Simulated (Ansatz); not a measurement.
# An elastic constant from a strain scan in CsPbI2Br

Computed with DFT PBE, scalar-relativistic, plane waves, PAW in Ansatz 0.2.0. The runs took a 420 eV cutoff, a Γ-centred 4×4×6 mesh and Gaussian smearing (0.05 eV). Spin–orbit coupling is left out, which can shift energies with elements as heavy as these. No spin polarisation. Energies are free energies at this smearing, counted from the undisturbed cell; pressure is positive in compression.

Reference structure (as given, not relaxed at this level; it stands at 0.3 GPa, and it needn't be the usual structure):

```
Cs Pb I Br
1.0
     6.37530    0.00000    0.00000
     0.00000    6.37530    0.00000
     0.00000    0.00000    5.96222
Cs Pb I Br
1 1 2 1
Direct
  0.50000 0.50000 0.50000
  0.00000 0.00000 0.00000
  0.00000 0.50000 0.00000
  0.50000 0.00000 0.00000
  0.00000 0.00000 0.50000
```

The cell is strained by ε times the Voigt pattern (0, 0, 0, 0, 0, 1) (xx, yy, zz, yz, xz, xy; engineering shear) with fractional coordinates fixed. The cell holds 5 atoms in V0 = 242.33 Å³. The stress column is τ = (1/V0) dE/dε, got from the stress tensor σ (compression positive) at each point as −det(1 + εP) σ : P(1 + εP)⁻¹, with P the pattern as a tensor.

| ε | ΔE (meV/atom) | τ (GPa) |
| --- | --- | --- |
| -0.0200 | ? | ? |
| -0.0100 | 0.054 | -0.035 |
| 0.0000 | 0.000 | 0.000 |
| 0.0050 | 0.015 | 0.017 |
| 0.0150 | 0.120 | 0.052 |

Task: Which combination of elastic constants does this scan measure, and how large is it?

Result: For small ε, τ = τ0 + Kε with K = pᵀCp, which for this pattern is C66 in the Cartesian frame shown. The parabola through τ at ε = -0.0100, 0 and 0.0050 has slope K = 3.5 GPa at zero. The energies per cell, E = NΔE, of the same two points give K = 2[E(ε₊)/ε₊ − E(ε₋)/ε₋]/[(ε₊ − ε₋)V0] = 3.7 GPa; energies this small carry numerical noise (the number of plane waves changes with the cell), and higher-order terms add over long steps. The start is under stress, which shifts K from the elastic constant by about the size of that stress.

Task: Predict the withheld row at ε = -0.0200 from the harmonic law, and compare.

Result: ΔE = V0(τ0 ε + Kε²/2)/N = 0.210 meV/atom and τ = -0.07 GPa. The calculation gives 0.211 meV/atom and -0.07 GPa, a miss of 0.01 meV/atom at most, so the harmonic law still holds here.